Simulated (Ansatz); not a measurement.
Input and command of a plane-wave DFT calculation in Ansatz:

```yaml
crystal:
  lattice:
    - [0.0, 3.288991522, 3.288991522]
    - [3.288991522, 0.0, 3.288991522]
    - [3.288991522, 3.288991522, 0.0]
  atoms:
    - { symbol: Zr, position: [0.0, 0.0, 0.0] }
    - { symbol: Cu, position: [0.75, 0.75, 0.75] }
    - { symbol: Cu, position: [0.375758313, 0.872725061, 0.375758313] }
    - { symbol: Cu, position: [0.375758313, 0.375758313, 0.872725061] }
    - { symbol: Cu, position: [0.375758313, 0.375758313, 0.375758313] }
    - { symbol: Cu, position: [0.872725061, 0.375758313, 0.375758313] }
basis:
  ecutwfc: 420
kpoints:
  mp_grid: { grid: [10, 10, 10] }
hamiltonian:
  xc: pbesol
scf:
  occupations: { method: gaussian, width: 0.1 }
output:
  forces: true
  stress: true
  eigenvalues: true
relax:
  adjacent_minimum: "off"
  f_tol: 0.01
  max_steps: 30
```

```bash
ansatz run input.yaml --threads 1 --pin off --max-ram 2560MiB --backend cpu --events-out ev --progress --plain --runs-dir out
```

Processor: AMD EPYC 9R45 96-Core Processor (Zen 5), 1 thread, on a host shared with other jobs.

Task: Estimate time, memory and problem size.

Result: About 12 s on 1 thread of AMD EPYC 9R45 96-Core Processor (Zen 5), on a shared host, peak memory 0.48 GiB. It solves 65 bands at 47 k points (the mesh reduced by symmetry) with about 1411 plane waves, in 13 SCF iterations over 2 ionic steps.
